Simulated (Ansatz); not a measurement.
The start is a relaxed Pt cell shaken by Gaussian noise of σ = 0.08 Å a coordinate. The cell and all atomic positions are relaxed at zero pressure with PBE (plane waves to 420 eV, PAW, scalar-relativistic; Ansatz, a program for electronic structure). The first steps use a coarse 7×7×7 k-mesh.

Input geometry:
```
CELL_PARAMETERS angstrom
      5.06331     0.00000     0.00000
      0.00000     5.06331     0.00000
      0.00000     0.00000     5.06331
ATOMIC_POSITIONS crystal
  Pt 0.25949 0.02626 0.52259
  Pt 0.71386 0.01465 0.52623
  Pt 0.00444 0.49200 0.27056
  Pt 0.98786 0.49936 0.75901
  Pt 0.52219 0.27473 0.00819
  Pt 0.49461 0.74878 0.00577
  Pt 0.99144 0.99647 0.98192
  Pt 0.50286 0.50615 0.48699
```

### Question
What pressure does the first self-consistent step give?

### Answer
+5.6 GPa (positive: the cell is compressed).

### Question
What is the largest force in the starting geometry, and on which atom (counted from 1)?

### Answer
5.07 eV/Å, on Pt2 (atoms numbered as listed).

### Question
How does the volume change?

### Answer
-3.6 %, from 16.23 to 15.64 Å³/atom.

### Question
Is the parent structure recovered?

### Answer
It does not go back: it reaches Fm-3m (No. 225), fcc (Cu type), 0.26 eV/atom below the parent.

### Question
How do the shortest distances between atoms change?

### Answer
The closest pairs of elements (up to four, under 3.6 Å), start → end: Pt–Pt 2.30 → 2.81 Å.

### Question
Give the final cell and atomic positions.

### Answer

Space group Fm-3m (No. 225); a = b = c = 3.970 Å, α = β = γ = 90.00°

```csv
atom,site,symmetry,x,y,z
Pt,4a,m-3m,0.0000,0.0000,0.0000
```
(The calculation used a cell of 1 atom; values per cell refer to that cell.)

Final values are on a 20×20×20 k-mesh of the relaxed cell. No spin polarisation in the result.

Of the parent cell (Pm-3n (No. 223)): it is a generated cell of Pt: the first start was made by placing the elements on the sites of a structure type, and the end was not matched to a known phase here, so it may be hypothetical. Known forms of Pt include space group No. 225.
